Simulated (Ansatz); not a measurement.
**Property card for TaSeS**

TaSeS:
```
TaSeS
1.0
    3.34796     0.00000     0.00000
   -1.67398     2.89942     0.00000
    0.00000     0.00000     5.90813
Ta Se S
1 1 1
Direct
  0.00000   0.00000   0.01078
  0.66667   0.33333   0.72495
  0.33333   0.66667   0.26427
```

Space group P3m1 (No. 156); conventional cell a = b = 3.348 Å, c = 5.908 Å, α = β = 90.00°, γ = 120.00°.

Method: LDA in the plane-wave PAW code Ansatz. Geometry: relaxed at this level of theory. Other levels are named where they apply.

Cell and energy:

Volume per atom: 19.12 Å³
Density: 8.45 g/cm³
Formation energy from the elements (no fitted shifts): -0.98 eV/atom

Electronic structure:

* **Electronic character**: metallic (no gap)
* **Density of states at the Fermi level**: 0.51 states/eV per atom (mean over ±0.08 eV)

Mechanics:

- Bulk modulus (Birch–Murnaghan fit): 43.9 GPa
- Pressure derivative B′: 11.1

Phonons:

- Highest zone-centre frequency: 360 cm⁻¹
- Zone-centre stability: no imaginary mode at Γ
- Dynamical stability on the path: unstable, down to 56i cm⁻¹

The workflow started from a Materials Project entry (that database holds measured and hypothetical structures alike); the Crystallography Open Database copy checked does not list it. With Se and S taken as one species the cell has the higher symmetry P-3m1, so it may be an ordered model of a mixed-site phase. Its standing as an ambient phase is unchecked. Symmetry was held in the LDA relaxation. No spin polarisation was allowed. A crystal of weakly bound layers computed without a dispersion correction: the cell and the soft elastic constants depend strongly on that. With an odd number of electrons in the cell and no spin polarisation, the count alone makes it a metal. As this level gives no gap, phonon frequencies hold no LO–TO term and depend on the k-mesh and smearing (Fermi–Dirac, 0.1 eV here). The references are the lowest solids computed at this level, not always the standard phases. Scalar-relativistic: spin–orbit coupling is off unless named, which matters more the heavier the elements.

Potentials: the later of the program's two PAW sets.
